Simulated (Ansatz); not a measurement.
Mg₂Cu₃Ge in space group P6_3/mmc (No. 194; Mg on 4f, Cu on 6h, Ge on 2a), the program Ansatz at the r²SCAN level (PAW), all energies at zero smearing, with the estimated change up to a 700 eV cutoff added, with one set of potentials and settings (totals compare only within such a set). Cell of 12 atoms (4 Mg, 6 Cu, 2 Ge): -56101.419 eV.

```json
[
 {"element": "Mg", "reference phase": "P6_3/mmc, 2 atoms in the cell", "E (eV/atom)": "-1926.4086"},
 {"element": "Cu", "reference phase": "Fm-3m, 1 atoms in the cell", "E (eV/atom)": "-6631.2396"},
 {"element": "Ge", "reference phase": "Fd-3m, 2 atoms in the cell", "E (eV/atom)": "-4302.9041"}
]
```

Formation energy per atom, worked out: (-56101.419 − 4×(-1926.4086) − 6×(-6631.2396) − 2×(-4302.9041))/12 = -0.212 eV/atom (-20 kJ per mol of atoms), at 0 K, without zero-point energy or fitted corrections.

The workflow started from a Materials Project entry (that database holds measured and hypothetical structures alike); the Crystallography Open Database copy checked does not list it. Whether it is the stable phase at ambient conditions was not checked. Symmetry was held in the r²SCAN relaxation; its stability against distortions is not shown here. No spin polarisation was allowed. The references are the lowest solids computed at this level, not always the standard phases.

Potentials: the later of the program's two PAW sets.
